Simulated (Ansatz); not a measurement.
Relaxed candidate structures of RbAu:

**A**
```
CELL_PARAMETERS angstrom
     -2.46049     2.46049    12.55739
      2.46049    -2.46049    12.55739
      2.46049     2.46049   -12.55739
ATOMIC_POSITIONS crystal
  Au 0.34191 0.34191 0.00000
  Au 0.40809 0.90809 0.50000
  Au 0.65809 0.65809 0.00000
  Au 0.09191 0.59191 0.50000
  Rb 0.19506 0.19506 0.00000
  Rb 0.55495 0.05495 0.50000
  Rb 0.80495 0.80495 0.00000
  Rb 0.94505 0.44505 0.50000
```

**B**
```xyz
2
Lattice="0.0000 3.9689 3.9689 3.9689 0.0000 3.9689 3.9689 3.9689 0.0000" Properties=species:S:1:pos:R:3 pbc="T T T"
Rb     0.0000     0.0000     0.0000
Au     5.9534     5.9534     5.9534
```

**C**
```
RbAu
1.0
    5.95554     0.00000     0.00000
   -2.97777     5.15765     0.00000
    0.00000     0.00000     9.54094
Au Rb
4 4
Direct
  0.33333   0.66667   0.39757
  0.66667   0.33333   0.89757
  0.66667   0.33333   0.60243
  0.33333   0.66667   0.10243
  0.33333   0.66667   0.75000
  0.66667   0.33333   0.25000
  0.00000   0.00000   0.25000
  0.00000   0.00000   0.75000
```

**D**
```
RbAu
1.0
    0.00000     3.56189     3.56189
    3.56189     0.00000     3.56189
    3.56189     3.56189     0.00000
Rb Au
1 1
Cartesian
  0.00000   0.00000   0.00000
  3.56189   3.56189   3.56189
```

**E**
```cif
data_Au2Rb2
_chemical_formula_sum 'Au2 Rb2'
_space_group_name_H-M_alt 'P 1'
_space_group_IT_number 1
_cell_length_a 6.05265
_cell_length_b 6.05265
_cell_length_c 7.06551
_cell_angle_alpha 90.000
_cell_angle_beta 90.000
_cell_angle_gamma 120.000
loop_
_space_group_symop_operation_xyz
  'x, y, z'
loop_
_atom_site_label
_atom_site_type_symbol
_atom_site_fract_x
_atom_site_fract_y
_atom_site_fract_z
_atom_site_occupancy
Au1 Au 0.33333 0.66667 0.25000 1
Au2 Au 0.66667 0.33333 0.75000 1
Rb1 Rb 0.33333 0.66667 0.75000 1
Rb2 Rb 0.66667 0.33333 0.25000 1
```

Task: Put the candidates in order of energy per atom, lowest first, for PBE (plane waves to 420 eV, PAW, scalar-relativistic; Ansatz, an electronic-structure program).

Result: A (reference), D (+0.037 eV/atom), E (+0.082 eV/atom), B (+0.136 eV/atom), C (+0.20 eV/atom)

Task: Which candidates are metallic at this level, and what gaps do the others have?

Result: No gap: C. A: 0.21 eV (no spin-orbit coupling); B: 3.00 eV (no spin-orbit coupling); D: 2.32 eV (no spin-orbit coupling); E: 2.82 eV (no spin-orbit coupling).

The lowest structure calculated, Cmcm, oS8, AFLOW prototype AB_oC8_63_c_c (B33, as in CrB), is not among these; it lies under 0.01 eV/atom below the lowest of them.  2 generated cells of layers, chains or molecules, poorly bound without dispersion, are left out. Each run could gain symmetry but not lose that of its start, so entries can be saddle points. Known forms of RbAu include space group No. 221. That form is not among the structures calculated here. All of these are generated cells (placed on structure types, drawn at random, substituted or restacked) that were not matched to a known phase here. Static energies at zero pressure. No spin polarisation in the result. Without spin-orbit coupling the bands of the heavy element are not split, so the gap can be far off.
